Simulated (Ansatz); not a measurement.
Magnetovolume behaviour of MnRu (P-6m2)

The reference geometry is a structure from the Materials Project; nothing is relaxed.

Common settings: PBEsol, 13×13×7 k mesh, Fermi–Dirac smearing of 0.05 eV. PAW means Ansatz 0.2.0 on its default frozen-core files; LAPW is all-electron LAPW in Ansatz 0.2.0. Site moments are integrated in spheres about the atoms, whose radii differ between the methods.

The reference run was typed so:

```yaml
crystal:
  lattice:
    - [2.6252191426, 0.0, 0.0]
    - [-1.3126095713, 2.273506468, 0.0]
    - [0.0, 0.0, 4.06550715]
  atoms:
    - { symbol: Mn, position: [0.6666666667, 0.3333333333, 0.5], spin: 4.0 }
    - { symbol: Ru, position: [0.3333333333, 0.6666666667, 0.0], spin: 1.5 }
magnetization:
  spin_polarized: true
kpoints:
  mp_grid: { grid: [13, 13, 7] }
scf:
  occupations: { method: fermi_dirac, width: 0.05 }
  lower_state_search: "off"
hamiltonian:
  xc: pbesol
  pseudopotentials: { kind: paw }
output:
  forces: true
  stress: true
  eigenvalues: true
  populations: true
```

Command: `ansatz run input.yaml --threads 1 --pin off --max-ram 3072MiB --backend cpu --events-out ev --progress --plain --runs-dir out`

The input for «volume scaled by 0.7» by LAPW differs from it in these lines, output keys apart:

```diff
-    - [2.6252191426, 0.0, 0.0]
-    - [-1.3126095713, 2.273506468, 0.0]
-    - [0.0, 0.0, 4.06550715]
+    - [2.3309425822, 0.0, 0.0]
+    - [-1.1654712911, 2.0186554909, 0.0]
+    - [0.0, 0.0, 3.6097800676]
-  pseudopotentials: { kind: paw }
+  pseudopotentials: { kind: all_electron, lapw: { basis_error: 0.001 } }
```

The cell shown is scaled evenly to other volumes, and every spin-polarised run starts from the same moments.

| V/V₀ | Å³/atom | M PAW (μB/cell) | M LAPW (μB/cell) | largest site moment, PAW (μB) | P PAW (GPa) | P LAPW (GPa) | F − F(unpolarised), PAW (meV/atom) |
| --- | --- | --- | --- | --- | --- | --- | --- |
| 0.7 | 8.49 | 0.00 | 0.00 | 0.00 | 238.2 | 238.5 | 0 |
| 0.76 | 9.22 | 0.00 | 0.00 | 0.00 | 151.4 | 151.5 | 0 |
| 0.82 | 9.95 | 0.00 | – | 0.00 | ? | – | 0 |
| 0.88 | 10.68 | 0.00 | 0.00 | 0.00 | 47.8 | 47.8 | 0 |
| 0.94 | 11.40 | 0.00 | 0.00 | 0.00 | 17.3 | 17.3 | 0 |
| 1 | 12.13 | 0.00 | 0.00 | 0.00 | -4.5 | -4.5 | – |
| 1.06 | 12.86 | 0.00 | 0.00 | 0.00 | -19.9 | -19.9 | 0 |
| 1.12 | 13.59 | 0.00 | – | 0.00 | ? | – | 0 |
| 1.2 | 14.56 | 2.66 | – | 2.95 | -22.1 | – | ? |

Task: Give the missing entry: row "1.2", column "F − F(unpolarised), PAW (meV/atom)".

Result: -19.

Task: Fill in "P PAW (GPa)" for the row "1.12".

Result: -30.8.

Task: What belongs in the row "0.82", column "P PAW (GPa)"?

Result: 90.7.

The moments are gone at V/V₀ = 1.12 (-31 GPa) and below, and present from 1.2 (-22 GPa) upwards, where the largest is 2.95 μB at first.

The PAW files were made with PBE; the program remakes their cores once for the run's functional and then keeps them frozen.  The Ansatz runs typed with the search for lower states off end where their start leads. None of this fixes the real material's magnetic order: only patterns that fit the cell were computed, at zero temperature, with a functional that can overstate moments.
